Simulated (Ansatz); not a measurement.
BaCu in space group P6_3/mmc (No. 194; Ba on 4f, Cu on 2d, Cu on 2b), plane-wave PAW r²SCAN (Ansatz code), all energies at zero smearing, with the estimated change up to a 700 eV cutoff added, with one set of potentials and settings (totals compare only within such a set). Cell of 8 atoms (4 Ba, 4 Cu): -50383.113 eV.

```
element             reference phase  E (eV/atom)
-------  --------------------------  -----------
Ba       Im-3m, 1 atoms in the cell   -5964.4614
Cu       Fm-3m, 1 atoms in the cell   -6631.2396
```

Formation energy per atom, worked out: (-50383.113 − 4×(-5964.4614) − 4×(-6631.2396))/8 = -0.039 eV/atom (-4 kJ per mol of atoms), at 0 K, without zero-point energy or fitted corrections.

The workflow started from a Materials Project entry (that database holds measured and hypothetical structures alike); the Crystallography Open Database copy checked does not list it. Its standing as an ambient phase is unchecked. The cell was relaxed with r²SCAN under the symmetry of its start; its stability against distortions is not shown here. No spin polarisation was allowed. The references are the lowest solids computed at this level, not always the standard phases. Scalar-relativistic: spin–orbit coupling is off unless named, which matters more the heavier the elements.

Potentials: the later of the program's two PAW sets.
